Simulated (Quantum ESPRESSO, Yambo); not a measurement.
Na2CO3 (space group C2/m, No. 12): static response along x against the Γ-centred k mesh (Yambo on PBEsol (pw.x of Quantum ESPRESSO, ONCV potentials, no spin-orbit coupling) bands; 117 bands, 3 Ry block). The smallest direct PBEsol gap is 4.18 eV. Axes are Cartesian, with cell vectors (Å) (4.39, -2.63, 0.00), (4.39, 2.63, 0.00), (-1.35, 0.00, 5.77).

| k mesh | ε(0), independent particles | ε(0), RPA with local fields | rough Yambo cost |
|---|---|---|---|
| 2×2×1 | 2.73 | 2.40 | about 1/6 |
| 2×2×2 | 2.71 | 2.38 | about 1/4 |
| 4×4×4 | 2.72 | 2.39 | 1 |

The last step changes the RPA value by 0.5 %. Electronic response only; costs are rough.

Geometry of the Materials Project entry, not relaxed at this level; primitive cell a = b = 5.1207 Å, c = 5.9217 Å, α = β = 101.29°, γ = 61.87°.
